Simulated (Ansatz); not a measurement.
A geometry of Ti3Al away from equilibrium: step 2 of the relaxation of a generated trial cell of Ti3Al in the AFLOW prototype AB3_hR8_148_c_f (D0_5, as in BiI3). Level of theory: PBEsol (plane waves to 420 eV, PAW, scalar-relativistic; Ansatz, a program for electronic structure). Γ-centred k-mesh 7×7×7 on the run's cell (coarser than for final values), Fermi–Dirac smearing 0.05 eV. The plane waves were selected for a different cell earlier on the path.

```yaml
crystal:
  lattice:
    - [2.76223, 1.59478, 5.18819]
    - [-2.76223, 1.59478, 5.18819]
    - [0.00000, -3.18955, 5.18819]
  atoms:
    - { symbol: Al, position: [0.33332, 0.33332, 0.33332] }
    - { symbol: Al, position: [0.66668, 0.66668, 0.66668] }
    - { symbol: Ti, position: [0.09750, 0.78693, 0.40816] }
    - { symbol: Ti, position: [0.40816, 0.09750, 0.78693] }
    - { symbol: Ti, position: [0.78693, 0.40816, 0.09750] }
    - { symbol: Ti, position: [0.90250, 0.21307, 0.59184] }
    - { symbol: Ti, position: [0.59184, 0.90250, 0.21307] }
    - { symbol: Ti, position: [0.21307, 0.59184, 0.90250] }
```

Problem. What forces act on the atoms (eV/Å)?

Solution. 
| atom | Fx | Fy | Fz |
|---|---|---|---|
| Al1 | 0.00 | 0.00 | 0.05 |
| Al2 | 0.00 | 0.00 | -0.05 |
| Ti3 | -0.54 | 1.02 | 1.40 |
| Ti4 | -0.61 | -0.97 | 1.40 |
| Ti5 | 1.15 | -0.05 | 1.40 |
| Ti6 | 0.54 | -1.02 | -1.40 |
| Ti7 | 0.61 | 0.97 | -1.40 |
| Ti8 | -1.15 | 0.05 | -1.40 |

The path ends in R-3 (No. 148). No spin polarisation in the result.

The run could not lose the symmetry of its start: the end is stationary, and may be a saddle point rather than a minimum.

The end of the path is a generated cell of Ti3Al: the first start was made by placing the elements on the sites of a structure type, and the end was not matched to a known phase here, so it may be hypothetical. Known forms of Ti3Al include space group No. 194.
